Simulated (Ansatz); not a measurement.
TiSi2:
```yaml
crystal:
  lattice:
    - [0.00000, 4.13212, 4.28581]
    - [2.40092, 0.00000, 4.28581]
    - [2.40092, 4.13212, 0.00000]
  atoms:
    - { symbol: Ti, position: [0.75000, 0.75000, 0.75000] }
    - { symbol: Ti, position: [0.50000, 0.50000, 0.50000] }
    - { symbol: Si, position: [0.08734, 0.41266, 0.08734] }
    - { symbol: Si, position: [0.41266, 0.08734, 0.41266] }
    - { symbol: Si, position: [0.16266, 0.83734, 0.16266] }
    - { symbol: Si, position: [0.83734, 0.16266, 0.83734] }
```

Relaxed with PBE.

Q: Map the electron localisation function on the plane through (0.750, 0.750, 0.750) spanned by u = [1, -1, 1] and v = [-1, 1, 1] in lattice vectors, from PBE in the plane-wave PAW code Ansatz.

A: x is the fraction of u, y of v (the angle between them is 90°; rows are the nearest grid lines); atoms in the plane: Ti at (0.00, 0.00), Ti at (0.50, 0.50), Si at (0.34, 0.00), Si at (0.84, 0.50), Si at (0.16, 0.50), Si at (0.66, 0.00).
```
|0168412699854763367777633674589962148610|
|1377312699853443478778743443589962138731|
|6786212589864334688778864334689852126876|
|8863113578876567898778987656788753113688|
|4421124567888889997667999888887654211244|
|1112356666778899975445799988776666532111|
|1124678776667787642112467877666778764211|
|3457999887766665321111235666677889997543|
|5679998888876542112442112456788888999765|
|6789876567887531136886311357887656789876|
|6788643346898521268778621258986433468876|
|6787434435899621377337831269985344347876|
|6787434435899621387337731269985344347876|
|6788643346898521268778621258986433468876|
|6789876567887531136886311357887656789876|
|5679998888876542112442112456788888999765|
|3457999887766665321111235666677889997543|
|1124678776667787642112467877666778764211|
|1112356666778899975445799988776666532111|
|4421124567888889997667999888887654211244|
|8863113578876567898778987656788753113688|
|6786212589864334688778864334689852126876|
|1378312699853443478778743443589962137731|
|0168412699854763367777633674589962148610|
```
Scale: ten equal steps from 0.006 (start of '0') to 0.760 (end of '9'), in the order '0123456789'; x runs from 0.000 to 1.00, y from 0.000 (bottom) to 1.00 (top).

The density is the valence pseudo-density with augmentation charge, so density and ELF within about 1 Å of a nucleus are not all-electron values.

Space group Fddd. The cell was relaxed with PBE under the symmetry of its start; of distortions, only those at the zone centre were tested. No spin polarisation was allowed.

Potentials: the later of the program's two PAW sets.
